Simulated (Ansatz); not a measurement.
All numbers below come from DFT PBE, scalar-relativistic, plane waves, PAW in Ansatz. All cells share a 420 eV cutoff and Γ-centred k meshes spaced about 0.3 Å⁻¹ or finer (0.25 for metals, 2π included). No spin polarisation.

This relaxed Ti₂RuC₃ cell comes from a structure search over trial cells.

```cif
data_structure
_symmetry_space_group_name_H-M 'P 1'
_symmetry_Int_Tables_number 1
_cell_length_a 5.2820
_cell_length_b 3.1459
_cell_length_c 7.2857
_cell_angle_alpha 90.000
_cell_angle_beta 90.819
_cell_angle_gamma 90.000
_cell_volume 121.05
loop_
_atom_site_label
_atom_site_type_symbol
_atom_site_fract_x
_atom_site_fract_y
_atom_site_fract_z
_atom_site_occupancy
Ti1 Ti 0.92040 0.25000 0.66752 1
Ti2 Ti 0.42378 0.75000 0.67881 1
Ti3 Ti 0.07960 0.75000 0.33248 1
Ti4 Ti 0.57622 0.25000 0.32119 1
Ru1 Ru 0.21694 0.25000 0.00264 1
Ru2 Ru 0.78306 0.75000 0.99736 1
C1 C 0.25178 0.25000 0.49767 1
C2 C 0.74822 0.75000 0.50233 1
C3 C 0.91172 0.25000 0.16956 1
C4 C 0.41365 0.75000 0.14906 1
C5 C 0.08829 0.75000 0.83044 1
C6 C 0.58635 0.25000 0.85094 1
```

Question: Is this structure dynamically stable?

Answer: As far as tested, yes. The phonons on a 1×2×1 q mesh of the computed 12-atom cell show no imaginary mode. (Phonon run: 6×10×4 k mesh, Gaussian smearing of 0.10 eV.) After random moves of the atoms it relaxes back. The optical modes at Γ run from 107 to 713 cm⁻¹. Around Ti on its first site lie 6 C at 2.15–2.23 Å and 3 Ru at 2.88–2.97 Å; Ti on its second site is surrounded by 6 C at 2.10–2.24 Å, 3 Ru at 2.98–3.05 Å and 9 Ti at 3.06–3.16 Å; Ru has 6 C at 2.03–2.26 Å, 2 Ru at 2.78 Å and 6 Ti at 2.88–3.05 Å; C on its first site is surrounded by 6 Ti at 2.16–2.24 Å; 2 more sites not described.

Phonons of metals hang on the k mesh and the smearing.
